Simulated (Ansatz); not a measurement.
# Structures of TaIn₂: which is lowest?

Plane-wave DFT in Ansatz with scalar-relativistic PAW potentials, cutoff 420 eV, Γ-centred meshes chosen by cell and gap, Gaussian smearing with energies taken to zero width. Every cell was relaxed (cell and atoms) in a run of its own, within the symmetry of its start. Functional: PBE.

Relaxed structures (starts from databases or built by putting these elements on another compound's sites):
A. P6/mmm, 3 atoms in the computed cell, a = 5.018 Å, c = 2.881 Å; sites (symmetry × multiplicity) Ta 6/mmm × 1, In -6m2 × 2; start: built
B. Fd-3m, 6 atoms in the computed cell, a = 7.984 Å; sites (symmetry × multiplicity) Ta -43m × 8, In .-3m × 16; start: built
C. Fm-3m, 3 atoms in the computed cell, a = 6.736 Å; sites (symmetry × multiplicity) Ta m-3m × 4, In -43m × 8; start: built

**Question.** Rank them by energy. Could pressure change the order?

**Answer.**
```tsv
structure	group	E − E(lowest) (meV/atom)	V (Å³/atom)	gap on mesh (eV)
A	P6/mmm	0.0	20.95	0.00
B	Fd-3m	324	21.20	0.00
C	Fm-3m	332	25.46	0.00
```

A is lowest, 324 meV/atom under B. The lowest is also the densest of these, so pressure wouldn't bring one of the others in at first order. Other structures may lie lower than all of these, and vibrations aren't counted.

Spin-orbit coupling is left out, which matters for the bands of heavy elements.